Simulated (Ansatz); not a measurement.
Every step of a relaxation of Ta (hcp type)

DFT, PBEsol, PAW with Ansatz's default frozen-core files, scalar-relativistic (Ansatz 0.2.0); a Γ-centred 17×17×9 k mesh, Fermi–Dirac smearing of 0.1 eV, no spin polarisation. The run relaxes shape and atoms at held volume.

Command: `ansatz run input.yaml --threads 1 --pin off --max-ram 2048MiB --backend cpu --events-out ev --progress --plain --runs-dir out` It took 10 s on 1 thread of Arm Neoverse V2 (shared host), peak memory 0.33 GiB.

PAW: frozen-core files, cutoff 420 eV; forces are relaxed below 0.005 eV/Å.

Each step lists its free energy a cell above the last geometry, the pressure, the cell vectors (Å), and Cartesian positions (Å) with forces (eV/Å).

The first step:

```
step 1  dF = 37.04 meV  P = 260.2 GPa
  cell 2.4191 0.0000 0.0000  -1.2095 2.0950 0.0000  0.0000 0.0000 4.2936
  Ta 0.0000 1.3966 1.0734   0.0000 0.0000 0.0000
  Ta 1.2095 0.6983 3.2202   0.0000 0.0000 0.0000
```

Spin–orbit coupling is left out, which matters for the heavy atoms. The PAW files were made under PBE. The structure type is held throughout; the real material can change phase at far lower pressure.

The symmetry of the start is kept and no stability test is made, so the end need not be the stable phase.

Question: Where does the relaxation end, and by which steps?

Answer: After 3 geometries, with conventional a, b, c = 2.448, 2.448, 4.192 Å, at 10.880 Å³/atom and 258.1 GPa in space group P6_3/mmc, with a shortest distance of 2.448 Å. The further steps:
```
step 2  dF = 0.18 meV  P = 258.2 GPa
  cell 2.4463 0.0000 0.0000  -1.2232 2.1186 0.0000  0.0000 0.0000 4.1984
  Ta 0.0000 1.4124 1.0496   0.0000 0.0000 0.0000
  Ta 1.2232 0.7062 3.1488   0.0000 0.0000 0.0000
step 3  dF = 0.00 meV  P = 258.1 GPa
  cell 2.4481 0.0000 0.0000  -1.2241 2.1201 0.0000  0.0000 0.0000 4.1923
  Ta 0.0000 1.4134 1.0481   0.0000 0.0000 0.0000
  Ta 1.2241 0.7067 3.1442   0.0000 0.0000 0.0000
step 4  dF = -0.08 meV  P = 258.1 GPa  (same geometry on a basis chosen anew; earlier energies don't compare to the last digit)
  cell 2.4481 0.0000 0.0000  -1.2241 2.1201 0.0000  0.0000 0.0000 4.1923
  Ta 0.0000 1.4134 1.0481   0.0000 0.0000 0.0000
  Ta 1.2241 0.7067 3.1442   0.0000 0.0000 0.0000
```
